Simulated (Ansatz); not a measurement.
Ge$_{3}$N$_{4}$ in space group P6_3/m (No. 176; Ge on 6h, N on 2c, N on 6h), PBEsol in the plane-wave PAW code Ansatz. The conduction-band minimum lies at Γ, with 1 equivalent valley. Second derivatives d²E/dk² of the lowest band at one valley (eV·Å²), along Cartesian directions:

```json
[
 {"direction": "[100]", "d²E/dk²": "29.31"},
 {"direction": "[010]", "d²E/dk²": "29.31"},
 {"direction": "[001]", "d²E/dk²": "34.39"},
 {"direction": "[110]", "d²E/dk²": "29.31"},
 {"direction": "[101]", "d²E/dk²": "31.86"},
 {"direction": "[011]", "d²E/dk²": "31.86"}
]
```

Question: Find the principal effective masses, the density-of-states mass and the conductivity mass.

Answer: Off-diagonal terms follow from H_xy = H[110] − (H_xx + H_yy)/2, and m*/mₑ = 7.620 eV·Å² over each eigenvalue: 0.22, 0.26, 0.26. One valley's DOS mass (m₁m₂m₃)^(1/3) = 0.25, conductivity mass 3/(Σ 1/mᵢ) = 0.25 mₑ.

Question: What effective density of states Nc follows at 300 K for parabolic valleys?

Answer: Nc = 2.509e19 × 1 × (0.25)^(3/2) ≈ 3.1e18 cm⁻³.

The cell was relaxed with PBEsol under the symmetry of its start. Scalar-relativistic: spin–orbit coupling is off unless named, which matters more the heavier the elements.

Potentials: the earlier of the program's two PAW sets. The files were generated under PBE; for other functionals the program regenerates the frozen cores, and for LDA and PBEsol the local potential too.

Edges and masses are those of Kohn–Sham bands, whose gap is no quasiparticle gap.
